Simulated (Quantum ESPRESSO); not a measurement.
# Strain and stress in Ga3MgP3Se

The results below are calculated, not measured. They come from pw.x of Quantum ESPRESSO 7.5, a plane-wave density functional program, with PseudoDojo standard norm-conserving files (v0.5 for PBE, v0.4.1 for LDA and PBEsol). The cells are made up: elements, strain and atom displacements were drawn at random, and nothing was relaxed. There is no spin polarisation, spin-orbit coupling or dispersion term.

The cell has 8 sites of a zincblende or diamond lattice. Sites 1 to 4 hold Ga Mg Ga Ga; sites 5 to 8 hold P P Se P. Cell vectors in Å: (5.672, 0.000, 0.000); (0.000, 5.672, 0.000); (0.000, 0.000, 5.672). Settings: PBE, cutoff 1170 eV, 4 x 4 x 4 k mesh shifted by half a step, Fermi-Dirac smearing of 0.025 eV.

Each run adds the same linear strain along x, y and z to one cell, with the atoms carried along; the vectors above are those of run 5. Stress is positive in tension and P is minus a third of its trace. E is the free energy for each atom above the lowest run shown. The last column is band 41 less band 40 at Gamma, from a band step after each run.

| run | strain (%) | s_xx (GPa) | s_yy (GPa) | s_zz (GPa) | s_xy (GPa) | P (GPa) | E (meV/atom) | level step at Gamma (eV) |
| --- | --- | --- | --- | --- | --- | --- | --- | --- |
| 1 | -1.72 | -3.47 | -4.56 | -4.27 | 1.79 | 4.10 | 15.82 | 0.823 |
| 2 | -1.52 | -3.01 | -4.08 | -3.79 | 1.74 | 3.63 | 12.67 | 0.804 |
| 4 | -0.30 | -0.46 | -1.42 | -1.16 | 1.51 | 1.01 | 1.01 | 0.672 |
| 5 | 0.05 | 0.18 | -0.74 | -0.49 | 1.45 | 0.35 | 0.00 | 0.631 |
| 6 | 1.58 | 2.66 | 1.87 | 2.08 | 1.20 | -2.20 | 6.39 | 0.447 |
| 7 | 2.24 | 3.56 | 2.82 | 3.01 | 1.10 | -3.13 | 14.23 | 0.367 |
| 3 | -0.88 | ? | ? | ? | ? | ? | ? | ? |

A rerun of one of these cells at 1467 eV and k mesh 6 x 6 x 6 moved values by no more than 0.008 eV in the cell's energy, 0.02 GPa in stress and 0.003 eV/Å in force.

## Worked fit

A parabola through the six runs shown gives P = 0.44 - 1.89 e + 0.135 e² GPa, with e in per cent and a scatter of 0.02 GPa. A linear strain of 1 % changes the volume by about 3 %, so the bulk modulus of this cell with clamped atoms is about 63 ± 1 GPa at e = 0. The error is the larger of the fit's own and the change that a cubic makes, rounded up.

## Withheld run

Question: what P should run 3 give?

The fit gives 2.21 GPa. The calculation gave 2.20 GPa.

```
run,strain (%),s_xx (GPa),s_yy (GPa),s_zz (GPa),s_xy (GPa),P (GPa),E (meV/atom),level step at Gamma (eV)
3,-0.88,-1.62,-2.63,-2.36,1.62,2.20,4.91,0.737
```